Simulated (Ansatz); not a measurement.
Values for one crystal, relaxed and computed with plane-wave PAW PBE (Ansatz code); other levels are named.

```yaml
volume_per_atom: 16.93 Å³
electronic_character: metallic (no gap)
Formation energy from the elements (no fitted shifts): -605 meV/atom
Density of states at the Fermi level: 0.41 states/eV per atom (mean over ±0.08 eV)
Gap with spin–orbit coupling: none (metallic)
Bulk modulus (Birch–Murnaghan fit): 135 GPa
Pressure derivative B′: 4.6
```

Q: Which compound is it?
(A) Al2Os, cubic Laves (MgCu2 type)
(B) CoPtRh, P3m1 (Co on 1a, Pt on 1b, Rh on 1c)
(C) FePt, L1₀ or tetragonal B2
(D) AlPt, rock salt

A: D, AlPt, rock salt

Space group Fm-3m (rock salt). The start of the workflow was typed in or built on a structure type; neither database checked (COD, Materials Project) lists it. Whether it is the stable phase at ambient conditions was not checked. The cell was relaxed with PBE under the symmetry of its start; whether a distortion lowers the energy is not shown. No spin polarisation was allowed. The references are the lowest solids computed at this level, not always the standard phases. Spin–orbit coupling is left out wherever it is not named.

Potentials: the earlier of the program's two PAW sets.
